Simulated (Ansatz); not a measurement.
**Where the states of PtBr$_{2}$ lie**

Space group Fm-3m (No. 225). a = 6.621 Å, b = 6.621 Å, c = 6.621 Å, α = 90.00°, β = 90.00°, γ = 90.00°
```json
{"atom": "Pt", "site": "4a", "symmetry": "m-3m", "x": "0.0000", "y": "0.0000", "z": "0.0000"}
{"atom": "Br", "site": "8c", "symmetry": "-43m", "x": "0.2500", "y": "0.7500", "z": "0.7500"}
```

The runs use the primitive cell with vectors (0.000, 3.310, 3.310), (3.310, 0.000, 3.310), (3.310, 3.310, 0.000) Å, to which the k mesh refers.

The structure is cubic, space group Fm-3m (No. 225). Conventional cell: a = 6.621 Å, b = 6.621 Å, c = 6.621 Å, α = 90.00°, β = 90.00°, γ = 90.00°. Around Pt (site symmetry m-3m) lie 8 Br at 2.87 Å. Br (site symmetry -43m) has 4 Pt at 2.87 Å as nearest neighbours.

The structure comes from a relaxation in the same program, started in the fluorite type, and has space group Fm-3m. Whether it is a known phase or the ground state wasn't checked.

No spin–orbit coupling, which matters for the heavy atoms here.

Method: DFT, PBE, all-electron LAPW, scalar-relativistic (Ansatz 0.2.0).

The runs use a Γ-centred 11×11×11 k mesh, Fermi–Dirac smearing of 0.05 eV, basis error target 1 meV/atom, no spin polarisation.

States per eV and cell, averaged over 0.4 eV, from -6.6 to 6.8 eV, with energies (bin centres) from the Fermi level; empty bins are left out. The partial columns, the largest 4 alone, are projections on Löwdin-orthogonalised atomic shells (those that the program's projection atoms carry: the occupied ones and, for some elements, an empty d or f shell; other empty shells have no column), summed over atoms of an element. Weights on diffuse s and p shells depend on that basis and aren't pure angular character.

```tsv
E (eV)	total	Br 4p	Pt 5d	Pt 6s	Br 4s
-6.5	0.41	0.29	0.02	0.09	0.00
-6.1	1.25	0.91	0.04	0.29	0.01
-5.7	1.13	0.83	0.05	0.22	0.02
-5.3	4.82	3.69	0.87	0.20	0.03
-4.9	4.15	3.05	0.89	0.15	0.03
-4.5	2.99	2.11	0.75	0.08	0.03
-4.1	1.13	0.78	0.28	0.04	0.02
-3.7	3.04	2.13	0.82	0.04	0.03
-3.3	5.01	3.03	1.86	0.05	0.03
-2.9	2.80	1.73	0.99	0.02	0.02
-2.5	1.95	1.15	0.75	0.01	0.02
-2.1	6.41	0.63	5.65	0.07	0.03
-1.7	5.05	0.97	3.95	0.05	0.03
-1.3	1.79	0.48	1.24	0.00	0.05
-0.9	1.88	0.83	0.98	0.01	0.04
-0.5	2.10	1.04	1.01	0.01	0.02
-0.1	7.05	3.34	3.62	0.01	0.02
0.3	2.04	1.18	0.84	0.00	0.00
0.7	0.01	0.00	0.00	0.00	0.00
1.1	0.05	0.01	0.00	0.03	0.01
1.5	0.10	0.02	0.00	0.06	0.01
1.9	0.22	0.05	0.00	0.13	0.02
2.3	1.15	0.30	0.04	0.65	0.04
2.7	2.84	0.79	0.04	1.73	0.04
3.1	0.63	0.19	0.00	0.39	0.01
4.3	0.10	0.00	0.00	0.00	0.00
4.7	0.49	0.01	0.00	0.02	0.00
5.1	0.66	0.01	0.00	0.03	0.00
5.5	0.88	0.01	0.01	0.03	0.00
5.9	1.18	0.02	0.01	0.03	0.00
6.3	1.92	0.02	0.01	0.04	0.00
6.7	1.83	0.02	0.01	0.01	0.00
```

Problem. Where is the centre of the filled Pt 5d states between -14 eV and the top of the filled states?

Solution. -2.32 eV from the Fermi level.
